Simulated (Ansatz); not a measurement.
A relaxation computed with Ansatz, from input to last step.

```yaml
crystal:
  lattice:
    - [0.0, 3.4327171253, 3.4327171253]
    - [3.4327171253, 0.0, 3.4327171253]
    - [3.4327171253, 3.4327171253, 0.0]
  atoms:
    - { symbol: Al, position: [0.625, 0.625, 0.625] }
    - { symbol: Al, position: [0.125, 0.625, 0.625] }
    - { symbol: Al, position: [0.625, 0.625, 0.125] }
    - { symbol: Al, position: [0.625, 0.125, 0.625] }
    - { symbol: Co, position: [0.0, 0.0, 0.0] }
    - { symbol: Co, position: [0.25, 0.25, 0.25] }
basis:
  ecutwfc: 420
kpoints:
  mp_grid: { grid: [4, 4, 4] }
hamiltonian:
  xc: pbe
scf:
  occupations: { method: gaussian, width: 0.1 }
  lower_state_search: "off"
output:
  forces: true
  stress: true
  eigenvalues: true
relax:
  adjacent_minimum: "off"
  f_tol: 0.04
  max_steps: 70
  cell: { stress_tol: 0.4 }
```

```bash
ansatz run input.yaml --threads 1 --pin off --max-ram 2560MiB --backend cpu --events-out ev --progress --plain --runs-dir out
```

Method: DFT PBE, scalar-relativistic, plane waves, PAW in Ansatz 0.2.0.

Of 4 frames 4 are shown, positions in Å and forces in eV/Å; the SCF threshold varies from step to step. Steps run on the plane waves of an earlier cell, with a Pulay correction in the pressure. The basis is chosen afresh for the last frame, the zero of the energies, and at times for earlier ones too; energy and pressure step there, also at an unchanged geometry.

```xyz
6
Lattice="0.0000 3.4327 3.4327 3.4327 0.0000 3.4327 3.4327 3.4327 0.0000" Properties=species:S:1:pos:R:3:forces:R:3 pbc="T T T" step=1 free_energy_over_end_meV_per_atom=6.43 pressure_GPa=4.39
Al    4.2909    4.2909    4.2909    0.0000    0.0000    0.0000
Al    4.2909    2.5745    2.5745    0.0000    0.0000    0.0000
Al    2.5745    2.5745    4.2909    0.0000    0.0000    0.0000
Al    2.5745    4.2909    2.5745    0.0000    0.0000    0.0000
Co    0.0000    0.0000    0.0000    0.0000    0.0000    0.0000
Co    1.7164    1.7164    1.7164    0.0000    0.0000    0.0000
6
Lattice="0.0000 3.4600 3.4600 3.4600 0.0000 3.4600 3.4600 3.4600 0.0000" Properties=species:S:1:pos:R:3:forces:R:3 pbc="T T T" step=2 free_energy_over_end_meV_per_atom=0.85 pressure_GPa=1.36
Al    4.3250    4.3250    4.3250    0.0000    0.0000    0.0000
Al    4.3250    2.5950    2.5950    0.0000    0.0000    0.0000
Al    2.5950    2.5950    4.3250    0.0000    0.0000    0.0000
Al    2.5950    4.3250    2.5950    0.0000    0.0000    0.0000
Co    0.0000    0.0000    0.0000    0.0000    0.0000    0.0000
Co    1.7300    1.7300    1.7300    0.0000    0.0000    0.0000
6
Lattice="0.0000 3.4725 3.4725 3.4725 0.0000 3.4725 3.4725 3.4725 0.0000" Properties=species:S:1:pos:R:3:forces:R:3 pbc="T T T" step=3 free_energy_over_end_meV_per_atom=0.26 pressure_GPa=0.07
Al    4.3406    4.3406    4.3406    0.0000    0.0000    0.0000
Al    4.3406    2.6044    2.6044    0.0000    0.0000    0.0000
Al    2.6044    2.6044    4.3406    0.0000    0.0000    0.0000
Al    2.6044    4.3406    2.6044    0.0000    0.0000    0.0000
Co    0.0000    0.0000    0.0000    0.0000    0.0000    0.0000
Co    1.7363    1.7363    1.7363    0.0000    0.0000    0.0000
6
Lattice="0.0000 3.4725 3.4725 3.4725 0.0000 3.4725 3.4725 3.4725 0.0000" Properties=species:S:1:pos:R:3:forces:R:3 pbc="T T T" step=4 free_energy_over_end_meV_per_atom=0.00 pressure_GPa=0.10
Al    4.3406    4.3406    4.3406    0.0000    0.0000    0.0000
Al    4.3406    2.6044    2.6044    0.0000    0.0000    0.0000
Al    2.6044    2.6044    4.3406    0.0000    0.0000    0.0000
Al    2.6044    4.3406    2.6044    0.0000    0.0000    0.0000
Co    0.0000    0.0000    0.0000    0.0000    0.0000    0.0000
Co    1.7363    1.7363    1.7363    0.0000    0.0000    0.0000
```

The start puts this composition into another compound's structure type, which needn't suit it. At the end the space group is Fd-3m (tolerance 0.05 Å).

It took 3.3 s on 1 thread of Intel(R) Xeon(R) 6975P-C (Granite Rapids) (shared host), peak memory 0.39 GiB.

The k mesh is coarse. Spin polarisation was left out, and a magnetic state may lie lower.